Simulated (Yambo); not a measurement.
Yambo run on a free-standing SnS2 bilayer (symmetry P-3m1, slab cell 27.3 Å high). The wavefunctions are PBE (stringent potentials; Quantum ESPRESSO, PseudoDojo norm-conserving, 102 Ry, no spin-orbit coupling) ones on a 6×6×1 mesh (34 occupied bands); a = 3.6690 Å, b = 3.6690 Å, c = 27.3000 Å, α = 90.00°, β = 90.00°, γ = 120.00°.

Yambo input:

```
rim_cut
HF_and_locXC
RandQpts= 1000000
RandGvec= 2 Ry
CUTGeo= "slab z"
EXXRLvcs= 102 Ry
VXCRLvcs= 408 Ry
% QPkrange
 1 | 1 | 34 | 35 |
 2 | 2 | 34 | 35 |
 4 | 4 | 34 | 35 |
 7 | 7 | 34 | 35 |
%
```

k points by index: 1 = Γ, 2 = (0, 0.167), 4 = M, 7 = K.

The o-*.hf file then holds:

```
#    K-point    Band    Eo [eV]    Ehf [eV]    Vxc [eV]    Vnlxc [eV]
#
    1    34    -0.114955    -2.606134    -13.66937    -16.16055
    1    35    2.185639    5.722281    -12.93755    -9.400911
    2    34    0.000000    -2.499667    -13.62621    -16.12587
    2    35    2.801967    6.615346    -13.48871    -9.675328
    4    34    -0.215244    -2.851380    -13.49258    -16.12871
    4    35    1.522433    4.929753    -12.54494    -9.137621
    7    34    -0.398562    -3.323268    -13.08262    -16.00733
    7    35    2.325122    6.012941    -12.79972    -9.111904
```
Exchange alone, without screening.

Geometry relaxed with PBE+D3(BJ).
